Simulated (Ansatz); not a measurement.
## Compressing BaRu$_{2}$As$_{2}$: a fit and a missing row

BaRu$_{2}$As$_{2}$, I4/mmm, a = 4.142 Å, c = 12.059 Å. The structure is a Materials Project entry; whether it is the stable form wasn't checked. Ansatz: PBEsol, PAW, 420 eV, Γ-centred 12×12×12 mesh on 5 atoms, Gaussian smearing 0.10 eV; no spin polarisation. Shape and atoms are relaxed at each volume; pressure is positive in compression.

```tsv
V (Å³/atom)	P (GPa)
18.209	?
18.830	9.15
19.450	5.62
20.071	2.60
20.692	0.00
21.313	-2.23
21.934	-4.11
22.761	-6.18
```

Problem. Take V0 = 20.692 Å³/atom, fit the third-order Birch–Murnaghan form to the other rows, and predict the missing pressure.

Solution. With the Eulerian strain f = ½[(V0/V)^(2/3) − 1] and y = P/[3f(1 + 2f)^(5/2)], the form is the line y = B0 + 1.5 B0 (B0′ − 4) f. Rows (f, y): 0.03244, 80.3; 0.02107, 80.2; 0.01026, 80.3; -0.00976, 80.0; -0.01906, 79.2; -0.03078, 78.4. Means f = 0.0006950, y = 79.733; Σ(Δf)² = 0.003005, ΣΔfΔy = 0.08263; the slope is their ratio. y = 79.71 + 27.50 f GPa, so B0 = 79.7 GPa and B0′ = 4 + 2 × (27.50)/(3 × 79.71) = 4.23. At V = 18.209, f = 0.04448, y = 80.93 and P = 13.36 GPa. The run gave 13.27 GPa, so the fit is 0.09 GPa too high, a small miss on the scale of the series.